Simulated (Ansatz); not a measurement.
Zr₃As in space group P4_2/n (No. 86; Zr on 8g, Zr on 8g, Zr on 8g, As on 8g), plane-wave PAW PBE (Ansatz code), all energies at zero smearing, with the estimated change up to a 700 eV cutoff added, with one set of potentials and settings (totals compare only within such a set). Cell of 32 atoms (24 Zr, 8 As): -139285.386 eV.

```
element                reference phase  E (eV/atom)
-------  -----------------------------  -----------
Zr       P6_3/mmc, 2 atoms in the cell   -4183.8362
As           R-3m, 2 atoms in the cell   -4856.1377
```

Formation energy per atom, worked out: (-139285.386 − 24×(-4183.8362) − 8×(-4856.1377))/32 = -0.757 eV/atom (-73 kJ per mol of atoms), at 0 K, without zero-point energy or fitted corrections.

The first step of the workflow began from a Materials Project structure, measured or hypothetical; the Crystallography Open Database copy checked does not list it. Its standing as an ambient phase is unchecked. Symmetry was held in the PBE relaxation; whether a distortion lowers the energy is not shown. No spin polarisation was allowed. The references are the lowest solids computed at this level, not always the standard phases.

Potentials: the later of the program's two PAW sets.
